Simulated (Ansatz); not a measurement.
Band table of Hf (bcc type)

```
Hf
1.0
    -1.26878    1.26878    1.26878
     1.26878   -1.26878    1.26878
     1.26878    1.26878   -1.26878
Hf
1
Direct
  0.00000 0.00000 0.00000
```

The cell comes from a relaxation on PAW files under the same functional, begun from a prototype that needn't be the stable phase.

All numbers are LDA results (scalar-relativistic) from Ansatz 0.2.0, with a Γ-centred 17×17×17 k mesh, Fermi–Dirac smearing of 0.08 eV, no spin polarisation. Methods: PAW: frozen-core files, cutoff 420 eV.

This run: volume at 0.4 of the series' base cell.

Spin–orbit coupling is left out, which matters for the heavy atoms. The PAW files were made under PBE. The structure type is held throughout; the real material can change phase at far lower pressure. At this compression frozen-core PAW has no all-electron check here.

Path points, in fractions of the reciprocal vectors: Γ (0.000, 0.000, 0.000), H (0.500, -0.500, 0.500), N (0.000, 0.000, 0.500), P (0.250, 0.250, 0.250). The distance column jumps between branches of the path. Levels in eV from the Fermi level; bands 5 to 15, counted from the lowest band of the run. The gap is zero, the pressure 606.3 GPa.

```
# k(1/Å) point b5 b6 b7 b8 b9 b10 b11 b12 b13 b14 b15
0.000 Γ -12.18 -12.18 -12.18 -11.02 -11.02 -11.02 -10.70 -5.91 0.54 0.54 0.54
0.310 - -12.19 -12.13 -12.13 -11.08 -11.06 -11.06 -10.79 -4.75 0.60 0.60 0.97
0.619 - -12.22 -11.98 -11.98 -11.24 -11.14 -11.14 -11.04 -2.16 0.98 0.98 1.83
0.929 - -12.26 -11.77 -11.77 -11.44 -11.33 -11.21 -11.21 -1.62 0.17 1.97 1.97
1.238 - -12.28 -11.64 -11.61 -11.55 -11.55 -11.23 -11.23 -4.61 0.42 3.76 3.76
1.548 - -12.25 -11.82 -11.80 -11.43 -11.43 -11.15 -11.15 -7.04 -2.45 6.43 6.43
1.857 - -12.11 -11.96 -11.89 -11.41 -11.41 -11.03 -11.03 -8.91 -6.52 9.93 9.93
2.167 - -12.05 -11.86 -11.83 -11.40 -11.40 -10.96 -10.96 -10.25 -9.80 14.10 14.10
2.476 H -12.08 -11.50 -11.50 -11.40 -11.40 -11.40 -10.93 -10.93 -10.93 17.35 17.35
2.695 - -12.06 -11.80 -11.76 -11.40 -11.26 -11.02 -10.94 -10.54 -10.49 14.76 15.20
2.914 - -12.02 -11.95 -11.90 -11.40 -11.25 -11.00 -10.98 -9.59 -8.90 10.68 11.58
3.133 - -12.03 -11.95 -11.92 -11.39 -11.26 -11.03 -11.01 -8.33 -6.55 6.59 8.03
3.351 - -12.06 -11.89 -11.85 -11.38 -11.28 -11.10 -11.01 -7.08 -3.58 2.85 5.26
3.570 - -12.04 -11.86 -11.72 -11.33 -11.28 -11.16 -11.02 -6.53 -0.41 -0.10 4.12
3.789 - -12.00 -11.83 -11.61 -11.24 -11.21 -11.21 -11.03 -7.17 -3.03 3.77 5.22
4.008 - -11.96 -11.80 -11.55 -11.24 -11.16 -11.03 -11.00 -8.23 -4.81 7.70 7.90
4.227 N -11.94 -11.80 -11.53 -11.25 -11.09 -11.03 -10.88 -8.74 -5.47 9.45 11.44
4.446 - -11.95 -11.78 -11.53 -11.31 -11.17 -11.09 -10.88 -8.39 -5.28 8.85 10.78
4.665 - -11.96 -11.74 -11.50 -11.45 -11.42 -11.11 -10.88 -7.50 -4.74 7.48 9.61
4.883 - -11.99 -11.80 -11.63 -11.51 -11.45 -11.12 -10.88 -6.30 -3.91 5.81 8.57
5.102 - -12.04 -11.95 -11.81 -11.42 -11.37 -11.12 -10.87 -4.96 -2.88 3.90 7.29
5.321 - -12.09 -12.07 -11.96 -11.28 -11.25 -11.10 -10.86 -3.94 -1.73 1.87 5.21
5.540 - -12.14 -12.13 -12.08 -11.16 -11.12 -11.06 -10.82 -4.17 -0.63 0.74 2.73
5.759 - -12.17 -12.17 -12.15 -11.06 -11.04 -11.03 -10.74 -5.33 0.21 0.56 1.11
5.978 Γ -12.18 -12.18 -12.18 -11.02 -11.02 -11.02 -10.70 -5.91 0.54 0.54 0.54
6.246 - -12.16 -12.16 -12.15 -11.09 -11.04 -11.04 -10.76 -5.08 0.20 0.20 1.61
6.514 - -12.08 -12.08 -12.08 -11.26 -11.10 -11.10 -10.85 -3.36 -0.75 -0.75 4.86
6.782 - -11.97 -11.92 -11.92 -11.48 -11.16 -11.16 -10.93 -1.83 -1.83 -1.50 7.11
7.050 - -11.84 -11.72 -11.72 -11.65 -11.19 -11.19 -11.02 -2.42 -2.42 0.44 8.27
7.318 - -11.73 -11.69 -11.57 -11.57 -11.17 -11.17 -11.12 -2.20 -2.20 2.36 9.71
7.586 - -11.73 -11.55 -11.51 -11.51 -11.23 -11.16 -11.16 -1.16 -1.16 3.91 11.07
7.854 - -11.63 -11.47 -11.47 -11.42 -11.34 -11.22 -11.22 0.44 0.44 4.15 12.02
8.122 P -11.46 -11.46 -11.46 -11.46 -11.30 -11.30 -11.30 2.14 2.14 2.14 12.34
8.390 - -11.58 -11.56 -11.56 -11.30 -11.30 -11.26 -11.20 -1.30 3.18 3.18 12.04
8.658 - -11.70 -11.70 -11.68 -11.25 -11.25 -11.12 -11.12 -4.28 2.66 2.66 11.45
8.926 - -11.82 -11.82 -11.74 -11.30 -11.20 -11.20 -11.06 -5.05 0.36 0.36 11.40
9.194 - -11.91 -11.91 -11.75 -11.60 -11.16 -11.16 -11.01 -2.98 -2.78 -2.78 12.00
9.462 - -11.96 -11.96 -11.88 -11.58 -11.13 -11.13 -10.98 -5.89 -5.89 1.27 13.13
9.730 - -12.00 -11.95 -11.95 -11.48 -11.11 -11.11 -10.95 -8.49 -8.49 6.88 14.62
9.998 - -12.06 -11.83 -11.83 -11.42 -11.12 -11.12 -10.93 -10.29 -10.29 13.05 16.31
10.266 H -12.08 -11.50 -11.50 -11.40 -11.40 -11.40 -10.93 -10.93 -10.93 17.35 17.35
12.411 P -11.46 -11.46 -11.46 -11.46 -11.30 -11.30 -11.30 2.14 2.14 2.14 12.34
12.566 - -11.54 -11.52 -11.47 -11.37 -11.32 -11.30 -11.24 0.67 1.61 3.70 12.17
12.720 - -11.61 -11.58 -11.54 -11.30 -11.28 -11.27 -11.18 -0.69 0.20 5.33 11.74
12.875 - -11.66 -11.64 -11.63 -11.29 -11.23 -11.17 -11.13 -1.95 -1.70 7.02 11.19
13.030 - -11.73 -11.69 -11.69 -11.28 -11.18 -11.09 -11.08 -3.74 -3.08 8.72 10.63
13.185 - -11.81 -11.73 -11.68 -11.27 -11.14 -11.07 -11.00 -5.66 -4.05 10.14 10.36
13.339 - -11.88 -11.77 -11.64 -11.26 -11.11 -11.05 -10.93 -7.25 -4.81 9.76 11.56
13.494 - -11.93 -11.79 -11.57 -11.26 -11.09 -11.04 -10.89 -8.34 -5.30 9.53 11.47
13.649 N -11.94 -11.80 -11.53 -11.25 -11.09 -11.03 -10.88 -8.74 -5.47 9.45 11.44
```
